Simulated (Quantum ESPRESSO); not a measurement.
## Li3Hf3AuAl (a curve over strain)

A calculation, not a measurement. The program is pw.x of Quantum ESPRESSO 7.5 (plane-wave density functional theory). The cell is made up: eight metal atoms on a hexagonal close-packed lattice, with elements, volume, strain and displacements drawn at random and not relaxed, so it may be unstable or far from any real phase. PseudoDojo standard norm-conserving files set the functional (PBE unless stated); there is no spin polarisation or spin-orbit coupling, the Fermi-Dirac width of 0.25 eV means electrons at about 2900 K, and the masses in the input are unused placeholders. Heavy elements are run without spin-orbit coupling, which real alloys of them have. A spin test at this wide smearing found no moment, but such smearing suppresses magnetism that the real alloy may have.

Seven runs add a strain to one cell (zz); the atoms follow the cell and are not relaxed. Stress in the table is positive in tension.

Input of the run at -0.0014:

```
&control calculation='scf', pseudo_dir='./dojo.nc.sr.pbe.v0_5.standard.upf', outdir='./o', disk_io='medium', tprnfor=.true., tstress=.true. /
&system ibrav=0, nat=8, ntyp=4, nbnd=46, ecutwfc=75.99759826, nosym=.true., tot_charge=0,
 occupations='smearing', smearing='fd', degauss=0.0183746611
/
&electrons conv_thr=1.470e-08, electron_maxstep=70, mixing_beta=0.5 /
ATOMIC_SPECIES
Al 1.0 Al.upf
Au 1.0 Au.upf
Hf 1.0 Hf.upf
Li 1.0 Li.upf
CELL_PARAMETERS angstrom
2.9252 0.0273 -0.0532
0.0474 5.1866 -0.0333
-0.1703 -0.0613 9.5536
ATOMIC_POSITIONS angstrom
Li 0.0212 -0.0215 -0.022
Hf -0.0967 -0.0362 4.7357
Au -0.0271 1.7482 2.3432
Li -0.1296 1.6681 7.0722
Al 1.5172 2.5342 -0.072
Hf 1.4154 2.6081 4.7108
Hf 1.4367 4.2634 2.2986
Li 1.4558 4.2596 7.1149
K_POINTS automatic
8 5 3 1 1 1
```

| added strain | free energy less that of the input shown (eV) | stress xx (GPa) | stress yy (GPa) | stress zz (GPa) | stress xy (GPa) | pressure (GPa) | iterations |
| --- | --- | --- | --- | --- | --- | --- | --- |
| -0.0203 | 0.1868 | -9.31 | -7.09 | -12.44 | 0.62 | 9.61 | 14 |
| -0.0139 | 0.1176 | -8.87 | -6.58 | -11.38 | 0.62 | 8.94 | 14 |
| -0.0093 | 0.0718 | -8.57 | -6.23 | -10.64 | 0.62 | 8.48 | 14 |
| -0.0039 | 0.0217 | -8.23 | -5.83 | -9.78 | 0.62 | 7.95 | 14 |
| -0.0014 | 0.0000 | -8.08 | -5.66 | -9.40 | 0.62 | 7.71 | 14 |
| +0.0109 | -0.0943 | -7.35 | -4.83 | -7.55 | 0.62 | 6.58 | 14 |
| +0.0180 | -0.1397 | -6.96 | -4.39 | -6.53 | 0.62 | 5.96 | 14 |

A cubic fit gives a slope of stress zz against the added strain of 153 GPa at zero added strain, with the atoms clamped. Across the table the energy follows the integral of volume times stress to 0.6 meV. A rerun of one of the cells at a higher cutoff and on a denser mesh moved values by no more than 0.012 eV in energy, 0.08 GPa in stress and 0.013 eV/Å in force, and a second program with other atomic files agreed on that cell to 2 % rms in force and 0.5 GPa in pressure.